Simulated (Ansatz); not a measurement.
## CsCl-type EuMn

The computed numbers are results of PBE+U (U_eff = 6 eV on Eu 4f), scalar-relativistic (collinear spin) in the plane-wave PAW code Ansatz at 420 eV, Γ-centred 8×8×8 mesh, 0.05 eV Gaussian smearing. The datasets are Ansatz's generated set soft_2.

```yaml
crystal:
  lattice:
    - [3.75956, 0.00000, 0.00000]
    - [0.00000, 3.75956, 0.00000]
    - [0.00000, 0.00000, 3.75956]
  atoms:
    - { symbol: Eu, position: [0.00000, 0.00000, 0.00000] }
    - { symbol: Mn, position: [0.50000, 0.50000, 0.50000] }
```

The start was a prototype's sites filled with these elements, not a measured cell.

Magnetic state: ferrimagnetic, site spin moments Eu 7.07; Mn -3.96 μB.

The cell is relaxed to zero pressure at this level.

Path: Γ–X–M–Γ–R–X | R–M, with Γ = (0.000, 0.000, 0.000), X = (0.000, 0.500, 0.000), M = (0.500, 0.500, 0.000), R = (0.500, 0.500, 0.500) in reciprocal vectors of the calculation's cell.

Problem. Is it a metal or an insulator, and if it has a gap, where are the band edges on this path?

Solution. A metal: bands cross the Fermi level.

Bands as a text map, energy in eV from the Fermi level (dashes), each leg drawn with the same width, + spin up, o spin down, # both:
```
  2.86 |     +  o#o +o o+       +       +o#       o  
  2.57 |+++   + ###+  o  +++++++o  o      o        oo
  2.29 |oo##ooo#  ++     ++#oooo+    o   #+#  o      
  2.00 |   ++      o+   +o#     o+      ++           
  1.71 |   o+++  +  o+ +#+o       + o ++    oo       
  1.43 |     ++++++++##o           +++++#++++++++++##
  1.14 |++++#+++++   #+o +++++++ o        ++      #++
  0.86 |       ++++ ++ + o++   +       o + +     #   
  0.57 |         +++#   #+      ++#++++++++ +++++    
  0.29 |     o ++++++++++          + +o++ ++  + o +++
  0.00 |------+------------------++---##-+-----#-+---
 -0.29 |     +     o     +      ++ ooo+ #   ooo +    
 -0.57 |    + o           +       +   ++     oo+ +   
 -0.86 |   +      o      +++   +   #+#   o  +++o  +  
 -1.14 |++++++ ooo   ##++   +++    + +o +  o  + ooo##
 -1.43 |      +  oo##  o          #   +oooo    +     
 -1.71 |       ## +     o              ++++#    +    
 -2.00 |+++++++++++++###+++++++++++###++++++#########
 -2.29 |  ++++#++++##+++##++   ++##+++##++++++##+++++
 -2.57 |ooooooo#oooo#++##oooooooo#ooooooooo#ooo o +++
 -2.86 |oooooo#ooooo ooooooooooo ooo ooooooo  ooooooo
 -3.14 |           oooooo+                        ooo
 -3.43 |     #           o      #                    
 -3.71 |                  o                          
 -4.00 |    #             +                          
 -4.29 |   o                   #                     
 -4.57 |   +               #                         
 -4.86 | o#                 o #                      
        Γ      X      M      Γ      R      XR       M
```

Run time: 15 s on 2 threads of Arm Neoverse V2, with other jobs on the host, peak memory 0.51 GiB.

With a Hubbard U or exact exchange the result depends on the state in which the open shell ends, and a lower one can't be excluded. Spin–orbit coupling, which matters for such heavy elements, is left out. Site moments are of spin, integrated over atomic spheres. A U of this size is made for insulators; in a metal, as here, it tends to take f weight out of the bonding and to swell the cell.
